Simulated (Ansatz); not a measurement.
System: Ba (bcc type), 1 atom in the cell.

Level of theory: PBE, all-electron LAPW, point nucleus (Ansatz 0.2.0 development build).

k-mesh 12×12×12 Γ-centred; Fermi–Dirac smearing of 0.1 eV; no spin polarisation; no spin–orbit coupling.

```yaml
crystal:
  lattice:
    - [-2.51000, 2.51000, 2.51000]
    - [2.51000, -2.51000, 2.51000]
    - [2.51000, 2.51000, -2.51000]
  atoms:
    - { symbol: Ba, position: [0.00000, 0.00000, 0.00000] }
```
Lattice in Å, positions in fractions of it.

Q: Would the cell expand or shrink if it were free to relax?

A: The pressure is 0.02 GPa, close to zero.
